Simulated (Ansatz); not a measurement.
NaCl:
```yaml
crystal:
  lattice:
    - [3.36893, 0.00000, 0.00000]
    - [0.00000, 3.36893, 0.00000]
    - [0.00000, 0.00000, 3.36893]
  atoms:
    - { symbol: Na, position: [0.00000, 0.00000, 0.00000] }
    - { symbol: Cl, position: [0.50000, 0.50000, 0.50000] }
```

x, y and z are the axes in which the lattice vectors are written.

Give the high-frequency dielectric tensor and the Born effective charge tensors of the independent atoms from DFPT, LDA (plane waves, PAW; program Ansatz).


ε∞:
```
2.89  0.00  0.00
0.00  2.89  0.00
0.00  0.00  2.89
```
Z* of atom 1 (Na), rows: field, columns: displacement, in e:
```
1.17  0.00  0.00
0.00  1.17  0.00
0.00  0.00  1.17
```
Z* of atom 2 (Cl), rows: field, columns: displacement, in e:
```
-1.17   0.00   0.00
 0.00  -1.17   0.00
 0.00   0.00  -1.17
```

Space group Pm-3m (CsCl type). This is a known high-pressure phase of the composition, computed here at zero pressure and temperature. Symmetry was held in the LDA relaxation. At this level the phase is dynamically unstable (imaginary phonons).

Potentials: the later of the program's two PAW sets.
